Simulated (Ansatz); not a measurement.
TePdSe:
```
CELL_PARAMETERS angstrom
      3.91001     0.00000     0.00000
     -1.95500     3.38617     0.00000
      0.00000     0.00000     4.99753
ATOMIC_POSITIONS crystal
  Te 0.00000 0.00000 0.72754
  Pd 0.33333 0.66667 0.00930
  Se 0.66667 0.33333 0.26316
```

Relaxed with r²SCAN+D4. Special points in fractions of this cell's reciprocal vectors: Γ (0.000, 0.000, 0.000); M (0.500, 0.000, 0.000); K (0.333, 0.333, 0.000); A (0.000, 0.000, 0.500); L (0.500, 0.000, 0.500); H (0.333, 0.333, 0.500).

List the band energies nearest the Fermi level at these points for r²SCAN+D4 with spin–orbit coupling in the plane-wave PAW code Ansatz.

In eV from the Fermi level; about four levels below and three above (degenerate sets whole), none deeper than 8.9 eV; points with the same levels are listed once.

```json
[
 {"k": "Γ", "below": "-0.67 -0.67 -0.22 -0.22", "above": "0.70 0.70 1.12 1.12"},
 {"k": "M", "below": "-2.89 -2.89 -2.35 -2.35", "above": "0.25 0.25 2.36 2.36"},
 {"k": "K", "below": "-0.55 -0.46 -0.08 -0.07", "above": "4.67 4.71 7.83"},
 {"k": "A", "below": "-1.00 -1.00 -0.98 -0.98", "above": "1.92 1.92 2.28 2.28"},
 {"k": "L", "below": "-1.99 -1.99 -0.47 -0.47", "above": "0.29 0.29 1.47 1.47"},
 {"k": "H", "below": "-2.69 -2.60 -2.59 -2.48", "above": "1.98 2.27 2.61"}
]
```

Space group P3m1. The first step of the workflow began from a Materials Project structure, measured or hypothetical; the Crystallography Open Database copy checked does not list it. With Te and Se taken as one species the cell has the higher symmetry P-3m1, so it may be an ordered model of a mixed-site phase. Whether it is the stable phase at ambient conditions was not checked. Symmetry was held in the r²SCAN+D4 relaxation; whether a distortion lowers the energy is not shown. No spin polarisation was allowed.

Potentials: the later of the program's two PAW sets.
